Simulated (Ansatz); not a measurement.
A distorted cell of Cs (bcc, W type):

```yaml
crystal:
  lattice:
    - [-2.99402, 2.99402, 2.99402]
    - [2.99402, -2.99402, 2.99402]
    - [2.99402, 2.99402, -2.99402]
  atoms:
    - { symbol: Cs, position: [0.00000, 0.00000, 0.00000] }
```

Level of theory: PBE (plane waves to 420 eV, PAW, scalar-relativistic; Ansatz, a program for electronic structure). k mesh 11×11×11 (Γ-centred), Fermi-Dirac smearing 0.05 eV. E stands for the smeared free energy. Stress and pressure are positive under compression. Cs was relaxed with its symmetry unable to fall. The PAW data are Ansatz's earlier set.

Question: What is the stress tensor (GPa)?

Answer: 
```
    0.2      0.0      0.0
    0.0      0.2      0.0
    0.0      0.0      0.2
```
The pressure, a third of the trace, is 0.2 GPa.

Question: It is the relaxed cell scaled evenly to V/V₀ = 0.920, atoms relaxed where free. What is its energy relative to the relaxed cell?

Answer: 5 meV/atom.

(A scan under strain: stresses follow from slopes of the energy per volume, elastic moduli from its curvatures.)
